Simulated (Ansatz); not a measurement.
The elements of this relaxed trial crystal are hidden behind letters.

```
lattice vectors (Å)
  -1.4799    1.4799   10.4911
   1.4799   -1.4799   10.4911
   1.4799    1.4799  -10.4911
fractional positions
X 0.4020 0.4020 0.0000
X 0.0000 0.0000 0.0000
X 0.5980 0.5980 0.0000
Z 0.7979 0.7979 0.0000
Z 0.2021 0.2021 0.0000
Q 0.8951 0.8951 0.0000
Q 0.5000 0.5000 0.0000
Q 0.1049 0.1049 0.0000
Q 0.7026 0.7026 0.0000
Q 0.2974 0.2974 0.0000
```

Theory: DFT PBE, scalar-relativistic, plane waves, PAW in Ansatz. The final run on the 10-atom cell used 420 eV, a Γ-centred 18×18×18 mesh, 0.10 eV smearing and no spin polarisation.

| Quantity | Value |
| --- | --- |
| Space group | I4/mmm (No. 139) |
| Conventional cell | a = 2.960 Å, c = 20.982 Å |
| Volume per atom | 9.19 Å³ |
| Density | 4.83 g/cm³ |
| Formation energy | −1.46 eV/atom |
| Gap on the 18×18×18 mesh of the 10-atom cell | 0 eV (a metal) |

Energies are uncorrected and count from the elements' standard states at the same level.

Question: X is a d-block element of period 4, Z is a p-block element of period 3 and Q is a p-block element of period 2. Which elements are they?

Answer: X = Ti, Z = Al, Q = N, so the formula is Ti3Al2N5. Density times volume gives a mean mass of 4.83 × 9.19/1.6605 = 26.7 u per atom, and this set has 26.8 u. Ti on a site of symmetry 4mm has 6 N at 2.06–2.19 Å, 8 Ti at 2.93–2.96 Å and 4 Al at 3.03 Å; around Al lie 6 N at 2.00–2.09 Å, 8 Al at 2.90–2.96 Å and 4 Ti at 3.03 Å; N on a site of symmetry 4mm is surrounded by 1 Al at 2.04 Å and 5 Ti at 2.10–2.20 Å; 3 more sites not described. Other sets within the hints have nearly the same mass, so mass alone doesn't settle it; this one was computed.

Symmetry constrained the relaxation, so the result can be a saddle point.
